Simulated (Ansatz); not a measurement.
Li3BrO:
```cif
data_BrLi3O
_chemical_formula_sum 'Li3 Br1 O1'
_space_group_name_H-M_alt 'Pm-3m'
_space_group_IT_number 221
_space_group_name_Hall '-P 4 2 3'
_cell_length_a 3.93650
_cell_length_b 3.93650
_cell_length_c 3.93650
_cell_angle_alpha 90.000
_cell_angle_beta 90.000
_cell_angle_gamma 90.000
loop_
_atom_site_label
_atom_site_type_symbol
_atom_site_symmetry_multiplicity
_atom_site_Wyckoff_symbol
_atom_site_fract_x
_atom_site_fract_y
_atom_site_fract_z
_atom_site_occupancy
Li1 Li 3 d 0.00000 0.00000 0.50000 1
Br1 Br 1 b 0.50000 0.50000 0.50000 1
O1 O 1 a 0.00000 0.00000 0.00000 1
```

Relaxed with PBEsol. DFT-PBEsol in the program Ansatz with PAW potentials gives a gap of 4.32 eV.

**Question.** What gap does HSE06 give on the same cell (Ansatz, PAW)?

**Answer.** 5.90 eV, 1.58 eV more. The hybrid was solved on a coarser mesh and at special points; the gap given is the minimum over both.

| k | v1 PBEsol | c1 PBEsol | v1 HSE06 | c1 HSE06 |
|---|---|---|---|---|
| Γ | -0.42 | 4.53 | (withheld) | (withheld) |
| R | -0.94 | 8.05 | (withheld) | (withheld) |
| M | 0.00 | 4.32 | 0.00 | 5.90 |
| X | -1.12 | 5.61 | (withheld) | (withheld) |

**Question.** Top valence (v1) and lowest conduction level (c1) in eV from each method's valence maximum (which need not be a listed point): supply the withheld HSE06 values.

**Answer.** 
- X, v1 HSE06: -1.17
- X, c1 HSE06: 7.15
- R, v1 HSE06: -1.03
- R, c1 HSE06: 9.71
- Γ, v1 HSE06: -0.39
- Γ, c1 HSE06: 6.17

Cost on shared cores: the PBEsol run (SCF on a 7×7×7 mesh, then bands and DOS) very roughly 10 core-seconds, the HSE06 run (SCF on 4×4×4, then a few points) roughly 40 core-seconds; the tasks are unlike.

The first step of the workflow began from a Materials Project structure, measured or hypothetical; the Crystallography Open Database files this formula in space group No. 221, but the cells were not matched. Its standing as an ambient phase is unchecked. The cell was relaxed with PBEsol under the symmetry of its start; its stability against distortions is not shown here. Scalar-relativistic: spin–orbit coupling is off unless named, which matters more the heavier the elements.

Potentials: the later of the program's two PAW sets.
